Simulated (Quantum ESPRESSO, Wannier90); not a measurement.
Wannier functions of TaS₂ (R3m)

```
begin unit_cell_cart
ang
   -1.6688151367    2.8904726053    0.0000000000
   -3.3376302735    0.0000000000    0.0000000000
   -1.6688151367    0.9634908684    6.3284130000
end unit_cell_cart
begin atoms_frac
Ta  -0.1667500000 -0.1667500000 -0.4997500000
S    0.4181970000  0.4181970000 -0.2545910000
S   -0.4184430000 -0.4184430000  0.2553290000
end atoms_frac
```

Materials Project entry mp-10014; symmetrised, unrelaxed at this level. Not found in the COD (Crystallography Open Database) copy used, which has the formula in other groups; not checked further. Level: PBEsol, spinors with spin-orbit coupling; pw.x of Quantum ESPRESSO at 47 Ry with PseudoDojo potentials, 8×8×8 k-points, Wannier90. Density: 10×10×10 mesh, cold smearing 0.01 Ry. The cell is built of weakly bound layers, chains or molecules. Database cells relaxed without dispersion often hold them too far apart, which can enlarge gaps and weakens couplings between them; spacing and stacking were not compared with the measured crystal.

A tight-binding model is made by disentanglement and projection with no localisation steps (num_iter = 0), so the 22 orbitals stay atom-like: hydrogen-like Ta: d; S: p, axes along x, y, z; frozen window up to 1.50 eV relative to the Fermi level. It follows pw.x to 1.6 meV rms for states up to 1.0 eV relative to the Fermi level. Matrix elements depend on this choice of orbitals and windows.

The 30 largest hoppings ⟨m,0|H|n,R⟩ between different sites (one of each Hermitian pair; signs follow the real orbitals' lobes; the list may end inside a set of equal values):

| m | n | R | distance of the centres (Å) | t (eV) | Im t (eV) |
|---|---|---|---|---|---|
| Ta1 dyz↑ | S3 py↑ | 1 0 -1 | 2.38 | -1.735 | 0.000 |
| Ta1 dyz↓ | S3 py↓ | 1 0 -1 | 2.38 | -1.735 | 0.000 |
| S2 py↑ | Ta1 dyz↑ | 0 1 0 | 2.38 | 1.733 | 0.000 |
| S2 py↓ | Ta1 dyz↓ | 0 1 0 | 2.38 | 1.733 | 0.000 |
| S2 pz↑ | S3 pz↑ | 1 1 -1 | 3.17 | 1.166 | 0.000 |
| S2 pz↓ | S3 pz↓ | 1 1 -1 | 3.17 | 1.166 | 0.000 |
| Ta1 dxz↑ | S3 px↑ | 0 1 -1 | 2.40 | -1.137 | 0.006 |
| S3 px↑ | Ta1 dxz↑ | 0 0 1 | 2.40 | -1.137 | 0.006 |
| S3 px↓ | Ta1 dxz↓ | 0 0 1 | 2.40 | -1.137 | -0.006 |
| Ta1 dxz↓ | S3 px↓ | 0 1 -1 | 2.40 | -1.137 | -0.006 |
| S2 px↑ | Ta1 dxz↑ | 1 0 0 | 2.40 | 1.136 | 0.005 |
| S2 px↓ | Ta1 dxz↓ | 1 0 0 | 2.40 | 1.136 | -0.005 |
| S2 px↑ | Ta1 dxz↑ | 1 1 0 | 2.40 | 1.136 | -0.005 |
| S2 px↓ | Ta1 dxz↓ | 1 1 0 | 2.40 | 1.136 | 0.005 |
| Ta1 dxy↑ | S3 px↑ | 1 0 -1 | 2.31 | -1.125 | 0.000 |
| Ta1 dxy↓ | S3 px↓ | 1 0 -1 | 2.31 | -1.125 | 0.000 |
| S2 px↑ | Ta1 dxy↑ | 0 1 0 | 2.31 | -1.123 | 0.000 |
| S2 px↓ | Ta1 dxy↓ | 0 1 0 | 2.31 | -1.123 | 0.000 |
| S2 pz↓ | Ta1 dyz↓ | 0 1 0 | 2.50 | 1.041 | 0.000 |
| S2 pz↑ | Ta1 dyz↑ | 0 1 0 | 2.50 | 1.041 | 0.000 |
| Ta1 dyz↑ | S3 px↑ | 0 1 -1 | 2.40 | -1.037 | -0.005 |
| Ta1 dyz↓ | S3 px↓ | 0 1 -1 | 2.40 | -1.037 | 0.005 |
| S3 px↑ | Ta1 dyz↑ | 0 0 1 | 2.40 | 1.037 | 0.005 |
| Ta1 dxz↑ | S3 py↑ | 0 1 -1 | 2.43 | -1.037 | -0.002 |
| S3 px↓ | Ta1 dyz↓ | 0 0 1 | 2.40 | 1.037 | -0.005 |
| S3 py↑ | Ta1 dxz↑ | 0 0 1 | 2.43 | 1.037 | 0.002 |
| S3 py↓ | Ta1 dxz↓ | 0 0 1 | 2.43 | 1.037 | -0.002 |
| Ta1 dxz↓ | S3 py↓ | 0 1 -1 | 2.43 | -1.037 | 0.002 |
| Ta1 dyz↑ | S3 pz↑ | 1 0 -1 | 2.49 | 1.035 | 0.000 |
| Ta1 dyz↓ | S3 pz↓ | 1 0 -1 | 2.49 | 1.035 | 0.000 |
